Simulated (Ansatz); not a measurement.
Ansatz (a quantum-chemistry and plane-wave program) input:

Ansatz 0.2 input:
```yaml
crystal:
  lattice:
    - [0.0, 4.3908147088, 4.3908147088]
    - [4.3908147088, 0.0, 4.3908147088]
    - [4.3908147088, 4.3908147088, 0.0]
  atoms:
    - { symbol: Rb, position: [0.25, 0.25, 0.25] }
    - { symbol: Rb, position: [0.75, 0.75, 0.75] }
    - { symbol: Ag, position: [0.5, 0.5, 0.5] }
    - { symbol: Rh, position: [0.0, 0.0, 0.0] }
    - { symbol: F, position: [0.2254351811, 0.2254351811, 0.7745648189] }
    - { symbol: F, position: [0.7745648189, 0.7745648189, 0.2254351811] }
    - { symbol: F, position: [0.7745648189, 0.2254351811, 0.2254351811] }
    - { symbol: F, position: [0.2254351811, 0.7745648189, 0.7745648189] }
    - { symbol: F, position: [0.2254351811, 0.7745648189, 0.2254351811] }
    - { symbol: F, position: [0.7745648189, 0.2254351811, 0.7745648189] }
kpoints:
  mp_grid: { grid: [3, 3, 3] }
hamiltonian:
  xc: hse06
  pseudopotentials: { kind: paw }
magnetization: { noncollinear: true, spin_orbit: true }
scf:
  n_extra_bands: 20
  occupations: { method: gaussian, width: 0.02 }
output:
  eigenvalues: true
  eigenstates:
    e_range: [-9.0, 13.7]
    kpoints:
      - [0.0, 0.0, 0.0]  # VBM
      - [0.5, 0.0, 0.5]  # CBM
      - [0.0, 0.0, 0.0]  # GAMMA
      - [0.5, 0.0, 0.5]  # X
      - [0.5, 0.5, 0.5]  # L
      - [0.5, 0.25, 0.75]  # W
      - [0.375, 0.375, 0.75]  # K
      - [0.625, 0.25, 0.625]  # U
```

Output (shortened):

```
Pseudopotential: Rb, paw_fr, valence charge 9
Pseudopotential: Ag, paw_fr, valence charge 19
Pseudopotential: Rh, paw_fr, valence charge 17
Pseudopotential: F, paw_fr, valence charge 7
Functional definition: HSE06
non-collinear run that drives no moment, with spin-orbit …
Crystal: 10 atoms, lattice volume = 169.303 Å³
Basis set: ecut = 420 eV, 3287 PW (Γ)
Bands: 116, of which v1, the nominal top of the filled ones, is band 96 counted from 1 (95 counted from 0)
Symmetry: 48 space group operations + 48 with time reversal
k-points: 4 of 27
Projection manifold: j_resolved (fully-relativistic pseudo-atomic orbitals)
SCF iter   1: F=—  HF=-25400.096306 eV  |F-HF|=—  |Δ(HF+E_count)|=         —  Δρ=1.79e-1  dr2=4.60e1  dr2_m=0.00e0 (ungated)  ethr=1.00e-1  |M|=0.00e0 ∫|m|=0.00e0 μB  |m|>n=0.0e0 m-floor=0.0e0 τ_xc=0.0e0  β_m=0.30  ⟨swp⟩=7.2  Hψ=1718  notcnv=0
preconditioner: auto → none
iter 2 solved again at ethr=2.77e-3 eV; its pass at ethr=4.80e-2 eV (dr2=2.66e0 eV) is discarded
SCF iter   2: F=—  HF=-25387.403127 eV  |F-HF|=—  |Δ(HF+E_count)|=    1.27e1  Δρ=6.28e-2  dr2=2.65e0  dr2_m=0.00e0 (ungated)  ethr=2.77e-3  |M|=0.00e0 ∫|m|=0.00e0 μB  |m|>n=0.0e0 m-floor=0.0e0 τ_xc=0.0e0  β_m=0.31  ⟨swp⟩=4.2  Hψ=2173  notcnv=0  defer=2
SCF iter   3: F=—  HF=-25386.897921 eV  |F-HF|=—  |Δ(HF+E_count)|=   5.05e-1  Δρ=3.77e-2  dr2=6.99e-1  dr2_m=0.00e0 (ungated)  ethr=2.76e-3  |M|=0.00e0 ∫|m|=0.00e0 μB  |m|>n=0.0e0 m-floor=0.0e0 τ_xc=0.0e0  β_m=0.40  ⟨swp⟩=3.5  Hψ=1008  notcnv=0
SCF iter   4: F=—  HF=-25386.880303 eV  |F-HF|=—  |Δ(HF+E_count)|=   1.76e-2  Δρ=2.09e-2  dr2=3.43e-1  dr2_m=0.00e0 (ungated)  ethr=7.28e-4  |M|=0.00e0 ∫|m|=0.00e0 μB  |m|>n=0.0e0 m-floor=0.0e0 τ_xc=0.0e0  β_m=0.38  ⟨swp⟩=5.5  Hψ=1162  notcnv=0  defer=6
SCF iter   5: F=—  HF=-25386.858573 eV  |F-HF|=—  |Δ(HF+E_count)|=   2.17e-2  Δρ=7.04e-3  dr2=1.93e-2  dr2_m=0.00e0 (ungated)  ethr=3.57e-4  |M|=0.00e0 ∫|m|=0.00e0 μB  |m|>n=0.0e0 m-floor=0.0e0 τ_xc=0.0e0  β_m=0.53  ⟨swp⟩=4.0  Hψ=1032  notcnv=0  defer=4
SCF iter   6: F=—  HF=-25386.867691 eV  |F-HF|=—  |Δ(HF+E_count)|=   9.12e-3  Δρ=9.91e-4  dr2=9.70e-4  dr2_m=0.00e0 (ungated)  ethr=2.01e-5  |M|=0.00e0 ∫|m|=0.00e0 μB  |m|>n=0.0e0 m-floor=0.0e0 τ_xc=0.0e0  β_m=0.57  ⟨swp⟩=6.2  Hψ=1296  notcnv=0  defer=6
SCF iter   7: F=-25386.867820 eV  HF=-25386.867810 eV  |F-HF|=1.00e-5  |Δ(HF+E_count)|=   1.20e-4  Δρ=1.50e-4  dr2=1.78e-5  dr2_m=0.00e0 (ungated)  ethr=1.01e-6  |M|=0.00e0 ∫|m|=0.00e0 μB  |m|>n=0.0e0 m-floor=0.0e0 τ_xc=0.0e0  ⟨swp⟩=4.0  Hψ=1107  notcnv=0  defer=6
SCF 1 stopped early in 7 iterations: F = -25386.867820 eV  dr2 = 1.78e-5
Crystal: 10 atoms, lattice volume = 169.303 Å³
Projection manifold: j_resolved (fully-relativistic pseudo-atomic orbitals)
Exchange kernel: α = 0.2500, screened, ω = 0.2079 Å⁻¹, Wigner–Seitz truncation, v(0) = 1041.0950 eV·Å³, q-mesh 3×3×3, nearest image of the exchange supercell L …
Frozen-core exchange: fock
SCF iter   1: F=—  HF=-25388.032668 eV  |F-HF|=—  |Δ(HF+E_count)|=         —  Δρ=1.56e-2  dr2=4.49e-1  dr2_m=0.00e0 (ungated)  ethr=1.86e-7  |M|=0.00e0 ∫|m|=0.00e0 μB  |m|>n=0.0e0 m-floor=0.0e0 τ_xc=0.0e0  β_m=0.30  ⟨swp⟩=11.2  Hψ=2578  notcnv=0
preconditioner: auto → none
SCF iter   2: F=—  HF=-25387.932849 eV  |F-HF|=—  |Δ(HF+E_count)|=   9.98e-2  Δρ=7.17e-3  dr2=4.27e-2  dr2_m=0.00e0 (ungated)  ethr=1.86e-7  |M|=0.00e0 ∫|m|=0.00e0 μB  |m|>n=0.0e0 m-floor=0.0e0 τ_xc=0.0e0  β_m=0.61  ⟨swp⟩=5.8  Hψ=1996  notcnv=0
SCF iter   3: F=—  HF=-25387.970481 eV  |F-HF|=—  |Δ(HF+E_count)|=   3.76e-2  Δρ=2.40e-3  dr2=1.11e-2  dr2_m=0.00e0 (ungated)  ethr=1.86e-7  |M|=0.00e0 ∫|m|=0.00e0 μB  |m|>n=0.0e0 m-floor=0.0e0 τ_xc=0.0e0  β_m=0.61  ⟨swp⟩=5.2  Hψ=1908  notcnv=0
SCF iter   4: F=—  HF=-25387.967753 eV  |F-HF|=—  |Δ(HF+E_count)|=   2.73e-3  Δρ=6.62e-4  dr2=3.50e-4  dr2_m=0.00e0 (ungated)  ethr=1.86e-7  |M|=0.00e0 ∫|m|=0.00e0 μB  |m|>n=0.0e0 m-floor=0.0e0 τ_xc=0.0e0  β_m=0.59  ⟨swp⟩=4.2  Hψ=1426  notcnv=0
SCF iter   5: F=—  HF=-25387.968612 eV  |F-HF|=—  |Δ(HF+E_count)|=   8.59e-4  Δρ=3.40e-4  dr2=1.16e-4  dr2_m=0.00e0 (ungated)  ethr=1.86e-7  |M|=0.00e0 ∫|m|=0.00e0 μB  |m|>n=0.0e0 m-floor=0.0e0 τ_xc=0.0e0  β_m=0.59  ⟨swp⟩=4.2  Hψ=1252  notcnv=0
SCF iter   6: F=-25387.968576 eV  HF=-25387.968579 eV  |F-HF|=3.36e-6  |Δ(HF+E_count)|=   3.31e-5  Δρ=7.86e-5  dr2=7.57e-6  dr2_m=0.00e0 (ungated)  ethr=1.19e-7  |M|=0.00e0 ∫|m|=0.00e0 μB  |m|>n=0.0e0 m-floor=0.0e0 τ_xc=0.0e0  ⟨swp⟩=3.0  Hψ=932  notcnv=0
SCF 2 stopped early in 6 iterations: F = -25387.968576 eV  dr2 = 7.57e-6
hybrid outer 1: dexx = +5.486e-2 eV, tail = 1.44e-4 eV
Crystal: 10 atoms, lattice volume = 169.303 Å³
Projection manifold: j_resolved (fully-relativistic pseudo-atomic orbitals)
Exchange kernel: α = 0.2500, screened, ω = 0.2079 Å⁻¹, Wigner–Seitz truncation, v(0) = 1041.0950 eV·Å³, q-mesh 3×3×3, nearest image of the exchange supercell L …
Frozen-core exchange: fock
SCF iter   1: F=—  HF=-25387.968465 eV  |F-HF|=—  |Δ(HF+E_count)|=         —  Δρ=7.23e-5  dr2=5.23e-6  dr2_m=0.00e0 (ungated)  ethr=7.49e-7  |M|=0.00e0 ∫|m|=0.00e0 μB  |m|>n=0.0e0 m-floor=0.0e0 τ_xc=0.0e0  β_m=0.30  ⟨swp⟩=7.2  Hψ=1157  notcnv=0
preconditioner: auto → none
SCF iter   2: F=—  HF=-25387.968464 eV  |F-HF|=—  |Δ(HF+E_count)|=   7.72e-7  Δρ=3.20e-5  dr2=8.86e-7  dr2_m=0.00e0 (ungated)  ethr=4.59e-9  |M|=0.00e0 ∫|m|=0.00e0 μB  |m|>n=0.0e0 m-floor=0.0e0 τ_xc=0.0e0  β_m=0.65  ⟨swp⟩=3.0  Hψ=1062  notcnv=0
SCF iter   3: F=—  HF=-25387.968466 eV  |F-HF|=—  |Δ(HF+E_count)|=   2.31e-6  Δρ=2.21e-5  dr2=7.60e-7  dr2_m=0.00e0 (ungated)  ethr=5.73e-10  |M|=0.00e0 ∫|m|=0.00e0 μB  |m|>n=0.0e0 m-floor=0.0e0 τ_xc=0.0e0  β_m=0.65  ⟨swp⟩=5.0  Hψ=1331  notcnv=0  defer=5
SCF iter   4: F=—  HF=-25387.968466 eV  |F-HF|=—  |Δ(HF+E_count)|=   2.06e-7  Δρ=7.44e-6  dr2=1.35e-7  dr2_m=0.00e0 (ungated)  ethr=5.73e-10  |M|=0.00e0 ∫|m|=0.00e0 μB  |m|>n=0.0e0 m-floor=0.0e0 τ_xc=0.0e0  β_m=0.61  ⟨swp⟩=4.0  Hψ=1046  notcnv=0
iter 5 solved again at ethr=7.78e-12 eV; its pass at ethr=1.00e-10 eV (dr2=7.47e-9 eV) is discarded
SCF iter   5: F=-25387.968466 eV  HF=-25387.968466 eV  |F-HF|=6.18e-9  |Δ(HF+E_count)|=   2.41e-8  Δρ=2.30e-6  dr2=7.74e-8  dr2_m=0.00e0 (ungated)  ethr=7.78e-12  |M|=0.00e0 ∫|m|=0.00e0 μB  |m|>n=0.0e0 m-floor=0.0e0 τ_xc=0.0e0  ⟨swp⟩=3.5  Hψ=1851  notcnv=0
SCF 3 converged in 5 iterations: F = -25387.968466 eV  dr2 = 7.74e-8
hybrid outer 2: dexx = +2.685e-6 eV, tail = 2.41e-7 eV, Δε = 5.91e-3 eV (about 2.55e-4 eV left of the loop's levels)
NSCF: frozen V_eff on 8 k-points
hybrid SCF converged: 2 outer / 11 inner (+7 warm-up), last move |dexx| = 2.68e-6 eV, tail = 2.41e-7 eV
Stability not checked (fock_operator)
Magnetization: |M| = 0.0000 μB,  M = (+0.0000, +0.0000, +0.0000) μB
Absolute magnetization: 0.0000 μB (∫|m|)
  site 0: m = (+0.0000, +0.0000, +0.0000) μB, |m| = 0.0000 μB  (R = 1.28 Å)
  site 1: m = (+0.0000, +0.0000, +0.0000) μB, |m| = 0.0000 μB  (R = 1.28 Å)
  site 2: m = (+0.0000, +0.0000, +0.0000) μB, |m| = 0.0000 μB  (R = 0.99 Å)
  site 3: m = (+0.0000, +0.0000, +0.0000) μB, |m| = 0.0000 μB  (R = 0.82 Å)
  site 4: m = (+0.0000, +0.0000, +0.0000) μB, |m| = 0.0000 μB  (R = 0.82 Å)
  site 5: m = (+0.0000, +0.0000, +0.0000) μB, |m| = 0.0000 μB  (R = 0.82 Å)
  site 6: m = (+0.0000, +0.0000, +0.0000) μB, |m| = 0.0000 μB  (R = 0.82 Å)
  site 7: m = (+0.0000, +0.0000, +0.0000) μB, |m| = 0.0000 μB  (R = 0.82 Å)
  site 8: m = (+0.0000, +0.0000, +0.0000) μB, |m| = 0.0000 μB  (R = 0.82 Å)
  site 9: m = (+0.0000, +0.0000, +0.0000) μB, |m| = 0.0000 μB  (R = 0.82 Å)
Free energy (F): -25387.968466 eV
Frozen-core exchange: fock
Harris-Foulkes:  -25387.968466 eV  (|F-HF|=6.18e-9)
Internal energy: -25387.968466 eV  (E = F + TS)
E sigma→0 (E₀):  -25387.968466 eV
Fermi energy:    6.413463 eV
--- Per-component energies (eV) ---
  E_band       = -1233.272210
  E_kinetic    = 2736.048161
  E_local      = -11309.157947  (includes V_loc(G=0)·N_el)
  E_nonlocal   = 1217.393138
  E_hartree    = 4455.918348
  E_xc         = -914.770337
  E_vxc        = -1108.225314  (∫ρ·V_xc dr)
  E_exx        = -342.926254  (= α·E_x^exact, valence–valence)
  E_paw        = -13826.107253  (= ΣΔE_a)
  E_vpaw       = -995.326294  (= ΣTr[D̂ρ^β])
  E_aug_tail   = 0.013698  (compensation charges beyond the density's cutoff)
  E_ewald      = -7402.385350
  E_core_change = -1.994671  (= ΣΔE_core)
  E_smearing   =  0.000000  (= −TS)
  E_closure    = 0.000000  (closes the sum)
  Σ components = -25387.968466   (vs F -25387.968466, Δ=3.64e-12)
  [band-id]    e_kinetic+e_local+e_nonlocal+2·e_hartree+e_vxc+2·e_exx+e_vpaw+e_augmentation_tail = -1233.270368   (vs E_band -1233.272210, Δ=1.84e-3)
--- Band table (eV) ---
  k-point 0: bands = ["-88.5007", "-88.5007", "-77.6251", "-77.6251", "-54.3342", "-54.3342", "-49.1916", "-49.1916", "-49.1916", "-49.1916", "-46.9499", "-46.9499", "-42.8540", "-42.8540", "-42.8540", "-42.8540", "-22.0490", "-22.0490", "-21.9822", …
  k-point 1: bands = ["-88.5007", "-88.5007", "-77.6251", "-77.6251", "-54.3342", "-54.3342", "-49.1916", "-49.1916", "-49.1916", "-49.1916", "-46.9499", "-46.9499", "-42.8540", "-42.8540", "-42.8539", "-42.8539", "-22.0249", "-22.0249", "-21.9920", …
  k-point 2: bands = ["-88.5007", "-88.5007", "-77.6251", "-77.6251", "-54.3342", "-54.3342", "-49.1916", "-49.1916", "-49.1916", "-49.1916", "-46.9499", "-46.9499", "-42.8540", "-42.8540", "-42.8540", "-42.8540", "-22.0218", "-22.0218", "-21.9901", …
  k-point 3: bands = ["-88.5007", "-88.5007", "-77.6251", "-77.6251", "-54.3342", "-54.3342", "-49.1916", "-49.1916", "-49.1916", "-49.1916", "-46.9499", "-46.9499", "-42.8540", "-42.8540", "-42.8539", "-42.8539", "-22.0038", "-22.0038", "-22.0033", …
```

The points marked VBM and CBM come from a semilocal run.

Space group Fm-3m. The first step of the workflow began from a Materials Project structure, measured or hypothetical; the Crystallography Open Database copy checked does not list it. Whether it is the stable phase at ambient conditions was not checked. Symmetry was held in the HSE06 relaxation; whether a distortion lowers the energy is not shown. The run is not spin-polarised.

Potentials: the later of the program's two PAW sets.

Ansatz is a plane-wave DFT program.
